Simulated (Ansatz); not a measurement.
AlBN2:
```
CELL_PARAMETERS angstrom
      2.84984     0.00000     0.00000
     -1.42492     2.46803     0.00000
      0.00000     0.00000     4.66471
ATOMIC_POSITIONS crystal
  B  0.33333 0.66667 0.01908
  N  0.33333 0.66667 0.34420
  Al 0.66667 0.33333 0.50070
  N  0.66667 0.33333 0.90602
```

Tensor components refer to the Cartesian frame of this cell.

Q: Give the high-frequency dielectric tensor and the Born effective charge tensors of the independent atoms from DFPT, PBEsol (plane waves, PAW; program Ansatz).

A: 
ε∞:
```
4.94  0.00  0.00
0.00  4.94  0.00
0.00  0.00  4.95
```
Z* of atom 1 (B), rows: field, columns: displacement, in e:
```
2.18  0.00  0.00
0.00  2.18  0.00
0.00  0.00  2.13
```
Z* of atom 2 (N), rows: field, columns: displacement, in e:
```
-2.20   0.00   0.00
 0.00  -2.20   0.00
 0.00   0.00  -2.97
```
Z* of atom 3 (Al), rows: field, columns: displacement, in e:
```
2.51  0.00  0.00
0.00  2.51  0.00
0.00  0.00  2.83
```
Z* of atom 4 (N), rows: field, columns: displacement, in e:
```
-2.50   0.00   0.00
 0.00  -2.50   0.00
 0.00   0.00  -1.99
```

Space group P3m1. The start of the workflow was typed in or built on a structure type; neither database checked (COD, Materials Project) lists it. Whether it is the stable phase at ambient conditions was not checked. The cell was relaxed with PBEsol under the symmetry of its start; its stability against distortions is not shown here.

Potentials: the earlier of the program's two PAW sets. The files were generated under PBE; for other functionals the program regenerates the frozen cores, and for LDA and PBEsol the local potential too.
